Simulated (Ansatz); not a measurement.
TiN: one input, then a changed one

The cell is COD entry 1011099, as deposited and not checked against the literature; nothing was relaxed. It is an old determination, and later ones may differ.

First run: DFT, PBEsol, PAW with Ansatz's default frozen-core files, scalar-relativistic (Ansatz 0.2.0).

Command: `ansatz run input.yaml --threads 1 --pin off --max-ram 2048MiB --backend cpu --events-out ev --progress --plain --runs-dir out` The run took 3.8 s on 1 thread of Intel(R) Xeon(R) Platinum 8259CL CPU @ 2.50GHz (Skylake/Cascade Lake) (shared host), peak memory 0.41 GiB.

```yaml
crystal:
  lattice:
    - [0.0, 2.122, 2.122]
    - [2.122, 0.0, 2.122]
    - [2.122, 2.122, 0.0]
  atoms:
    - { symbol: Ti, position: [0.0, 0.0, 0.0] }
    - { symbol: "N", position: [0.5, 0.5, 0.5] }
kpoints:
  mp_grid: { grid: [13, 13, 13] }
  band_path:
    path:
      - [0.0, 0.0, 0.0]
      - [0.5, 0.0, 0.5]
      - [0.625, 0.25, 0.625]
      - [0.375, 0.375, 0.75]
      - [0.0, 0.0, 0.0]
      - [0.5, 0.5, 0.5]
      - [0.5, 0.25, 0.75]
      - [0.5, 0.0, 0.5]
    npoints: 5
scf:
  occupations: { method: fermi_dirac, width: 0.05 }
hamiltonian:
  xc: pbesol
  pseudopotentials: { kind: paw }
output:
  forces: true
  stress: true
  eigenvalues: true
  efg: { contact_densities: true }
  write_density: true
  write_potential: true
  elf: true
  volumetric_format: npy
```

Result: converged; pressure -8.06 GPa; 6 SCF iterations.

Spin polarisation is left out, and whether a magnetic state lies lower isn't shown here.

A second input differs as follows:

```diff
@@ -22,4 +22,6 @@
 scf:
   occupations: { method: fermi_dirac, width: 0.05 }
+  convergence: { dr2_threshold: 1.0e-16 }
+  max_iter: 80
 hamiltonian:
   xc: pbesol
@@ -30,7 +32,3 @@
   eigenvalues: true
   efg: { contact_densities: true }
-  write_density: true
-  write_potential: true
-  elf: true
-  volumetric_format: npy
```

Task: Does the change harm the result?

Result: Not here: the run converged; energy at zero smearing 0.0 meV/atom from the first run; pressure -8.06 GPa; 9 SCF iterations, so the odd setting did no harm in this case.
